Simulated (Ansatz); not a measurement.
Calculation: PBE (plane waves to 420 eV, PAW, scalar-relativistic; Ansatz, a first-principles code). Harmonic phonons (DFPT) of each relaxed crystal were computed at Γ and up to three half-step zone-boundary points.

Task: Exactly one of them has no imaginary mode there. Which?
(A) HfO$_{2}$ (tetragonal-ZrO2 type, space group P4_2/nmc), a = b = 3.604 Å, c = 5.264 Å, α = β = γ = 90.00°
(B) CsPbCl$_{3}$ (cubic perovskite), a = b = c = 5.736 Å, α = β = γ = 90.00°
(C) GaN (wurtzite), a = b = 3.218 Å, c = 5.243 Å, α = β = 90.00°, γ = 120.00°

Result: C, GaN (wurtzite), a = b = 3.218 Å, c = 5.243 Å, α = β = 90.00°, γ = 120.00°. Lowest modes: CsPbCl3 44i cm⁻¹ at R = (0.5, 0.5, 0.5); GaN 104 cm⁻¹ at A = (0.0, 0.0, 0.5); HfO2 21i cm⁻¹ at Z = (0.0, 0.0, 0.5)

All were relaxed with their symmetry unable to fall. HfO2 is run without spin polarisation. Spin-orbit coupling is left out. This is a high-temperature form of CsPbCl3. This is a high-temperature form of HfO2.
